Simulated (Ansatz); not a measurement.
Given:

Rb$_{3}$ScCl$_{6}$:
```xyz
10
Lattice="0.0000 5.5365 5.5365 5.5365 0.0000 5.5365 5.5365 5.5365 0.0000" Properties=species:S:1:pos:R:3 pbc="T T T"
Rb     8.3047     8.3047     8.3047
Rb     2.7682     2.7682     2.7682
Rb     5.5365     5.5365     5.5365
Sc     0.0000     0.0000     0.0000
Cl     2.4805     5.5365     5.5365
Cl     8.5924     5.5365     5.5365
Cl     5.5365     2.4805     5.5365
Cl     5.5365     8.5924     5.5365
Cl     5.5365     5.5365     2.4805
Cl     5.5365     5.5365     8.5924
```

This is the r²SCAN-relaxed structure.

Task: All from DFT-r²SCAN in the program Ansatz with PAW potentials, unless another level is named. Predict the hole effective mass, band 1 of 3 at the edge.

Result: 4.9 along [110], 3.7 along [111] (mₑ).

Task: What about the formation energy from the elements (no fitted shifts)?

Result: -2.27 eV/atom.

Task: Predict the hole effective mass with spin–orbit coupling, band 1 of 2 at the edge.

Result: 5.0 along [100], 3.6 along [110], 3.1 along [111] (mₑ).

Task: Next, the hole effective mass, band 2 of 3 at the edge?

Result: 1.8 along [100], 2.7 along [110], 2.3 along [111] (mₑ).

Task: Predict the valence-band maximum.

Result: at Γ.

Task: And the conduction-band minimum?

Result: at X (3 equivalent valleys).

Space group Fm-3m. The first step of the workflow began from a Materials Project structure, measured or hypothetical; the Crystallography Open Database files this formula in space group No. 225, but the cells were not matched. Whether it is the stable phase at ambient conditions was not checked. The r²SCAN relaxation kept the symmetry of its start; its stability against distortions is not shown here. No spin polarisation was allowed. The references are the lowest solids computed at this level, not always the standard phases (solids in place of the gases). Scalar-relativistic: spin–orbit coupling is off unless named, which matters more the heavier the elements.

Potentials: the later of the program's two PAW sets.

Edges and masses are those of Kohn–Sham bands, whose gap is no quasiparticle gap.
